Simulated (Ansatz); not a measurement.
**Question.** Sb (diamond, Fd-3m) is relaxed with PBE (plane waves, PAW; program Ansatz). What lattice parameters of the conventional cell result?

**Answer.** a = 6.993 Å.

**Question.** Is it a metal or does it have a gap at this level?

**Answer.** No gap at this level.

The start of the workflow was typed in or built on a structure type; neither database checked (COD, Materials Project) lists it. It is not the phase usual at ambient conditions (space group No. 166). Symmetry was held in the PBE relaxation; its stability against distortions is not shown here. Spin–orbit coupling is left out wherever it is not named.

Potentials: the earlier of the program's two PAW sets.
